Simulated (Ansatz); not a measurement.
HfS$_{2}$:
```
CELL_PARAMETERS angstrom
      6.32147     0.00000     0.00000
      0.00000     5.97829     0.00000
      0.00000     0.00000     6.07669
ATOMIC_POSITIONS crystal
  Hf 0.05860 0.28033 0.25024
  Hf 0.94140 0.71967 0.75024
  Hf 0.44140 0.28033 0.75024
  Hf 0.55860 0.71967 0.25024
  S  0.38498 0.08626 0.36263
  S  0.61502 0.91374 0.86263
  S  0.11502 0.08626 0.86263
  S  0.88498 0.91374 0.36263
  S  0.75184 0.43221 0.50013
  S  0.24816 0.56779 0.00013
  S  0.74816 0.43221 0.00013
  S  0.25184 0.56779 0.50013
```

Relaxed with PBEsol. Special points in fractions of this cell's reciprocal vectors: Γ (0.000, 0.000, 0.000); X (0.500, 0.000, 0.000); S (0.500, 0.500, 0.000); Y (0.000, 0.500, 0.000); Z (0.000, 0.000, 0.500); U (0.500, 0.000, 0.500); R (0.500, 0.500, 0.500); T (0.000, 0.500, 0.500).

Q: List the band energies nearest the valence-band maximum at these points for DFT-PBEsol in the program Ansatz with PAW potentials.

A: In eV from the valence-band maximum; about four levels below and three above (degenerate sets whole), none deeper than 8.9 eV; points with the same levels are listed once.

```
k                    below                above
-  -----------------------  -------------------
Γ   -0.81 -0.32 -0.12 0.00       1.48 1.57 1.57
X  -0.81 -0.81 -0.58 -0.58  1.46 1.46 2.11 2.11
S  -1.02 -1.02 -0.65 -0.65  1.52 1.52 1.75 1.75
Y  -0.93 -0.69 -0.58 -0.35       1.03 1.08 1.55
Z  -0.51 -0.51 -0.42 -0.42  1.46 1.46 1.67 1.67
U  -1.12 -1.12 -1.12 -1.12  1.94 1.94 1.94 1.94
R  -1.27 -1.27 -1.27 -1.27  1.31 1.31 1.31 1.31
T  -1.47 -1.47 -0.74 -0.74  1.51 1.51 1.53 1.53
```

Space group Pca2_1. The start of the workflow was typed in or built on a structure type; neither database checked (COD, Materials Project) lists it. Its standing as an ambient phase is unchecked. The PBEsol relaxation kept the symmetry of its start; its stability against distortions is not shown here. The run is not spin-polarised. Spin–orbit coupling is left out wherever it is not named.

Potentials: the earlier of the program's two PAW sets. The files were generated under PBE; for other functionals the program regenerates the frozen cores, and for LDA and PBEsol the local potential too.
